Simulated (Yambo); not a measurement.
A BSE run in Yambo for Rb$_{2}$RhAgF$_{6}$ (space group Fm-3m, No. 225) (PBEsol bands; 4×4×4 mesh, 23 valence and 6 conduction bands, static screening with 112 bands and a 3 Ry block, scissor 2.37 eV, Tamm-Dancoff; field along x) gives:

```tsv
state	energy (eV)	states within 2 meV	relative strength	class
1	1.03	3	0.03	dark
2	1.96	3	0.02	dark
3	2.99	3	0.06	weak
4	3.04	3	0.01	dark
5	3.07	3	< 0.01	dark
```

Problem. What changes when the window shrinks to 17 valence and 3 conduction bands?

Solution. The lowest state goes from 1.030 eV to 1.079 eV, and its distance below the direct gap from 2.448 eV to 2.399 eV. These are vertical excitations (zero momentum). The scissor comes from a G0W0 run whose convergence isn't established.

Spin-orbit coupling is not included.

Geometry of the Materials Project entry, not relaxed at this level; primitive cell a = b = c = 6.2540 Å, α = β = γ = 60.00°.

The structure is a Materials Project entry; no match was found in the copy of COD used, and its stability was not checked.
